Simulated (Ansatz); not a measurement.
LaF:
```
CELL_PARAMETERS angstrom
      4.32186     0.00000     0.00000
     -2.16093     3.74284     0.00000
      0.00000     0.00000     5.42658
ATOMIC_POSITIONS crystal
  La 0.33333 0.66667 0.25000
  La 0.66667 0.33333 0.75000
  F  0.33333 0.66667 0.75000
  F  0.66667 0.33333 0.25000
```

Relaxed with r²SCAN.

**Question.** Map the electron localisation function on the plane through (0.333, 0.667, 0.250) spanned by u = [1, 1, 0] and v = [1, -1, 0] in lattice vectors, from the program Ansatz at the r²SCAN level (PAW).

**Answer.** x is the fraction of u, y of v (the angle between them is 90°; rows are the nearest grid lines); atoms in the plane: La at (0.00, 0.00), La at (0.50, 0.50), F at (0.00, 0.33), F at (0.50, 0.83).
```
|  -%@%+.       .+%@%-  |
|-+%@@#: :+###+: :#@@%+-|
|%%@@@=..*%@@@%*..=@@@%%|
|%%#+: :#@@%#%@@#: :+#%%|
|++-.  -%@@*=*@@%-  .-++|
|.     -#@@@%@@@#-     .|
|--:.   :=*#%#*=:   .:--|
|++=:.    .:::.    .:=++|
|*+=:.  .:=+*+=:.  .:=+*|
|+=-...:+#%@@@%#+:...-=+|
|... .-#@@%###%@@#-. ...|
|    .+%@%-   -%@%+.    |
|..   =%@%=   =%@%=   ..|
|%%#-..*@@@#*#@@@*..-#%%|
|%@@@*..-#%@@@%#-..*@@@%|
|+#@@%: .-+###+-. :%@@#+|
|#%@@#-    ...    -#@@%#|
|@@@%*:    ...    :*%@@@|
|+=-:.   :-===-:   .:-=+|
|::..   .:=***=:.   ..::|
|%%#+-. .:-+*+-:. .-+#%%|
|@@@@@*-. .:::. .-*@@@@@|
|=+#@@%=.   .   .=%@@#+=|
|  -%@%+.       .+%@%-  |
```
Scale: ten equal steps from 0.002 (start of ' ') to 0.844 (end of '@'), in the order ' .:-=+*#%@'; x runs from 0.000 to 1.00, y from 0.000 (bottom) to 1.00 (top).

The density is the valence pseudo-density with augmentation charge, so density and ELF within about 1 Å of a nucleus are not all-electron values.

Space group P6_3/mmc. The workflow started from a Materials Project entry (that database holds measured and hypothetical structures alike); the Crystallography Open Database copy checked does not list it. Its standing as an ambient phase is unchecked. The r²SCAN relaxation kept the symmetry of its start; whether a distortion lowers the energy is not shown. Spin–orbit coupling is left out wherever it is not named.

Potentials: the later of the program's two PAW sets.
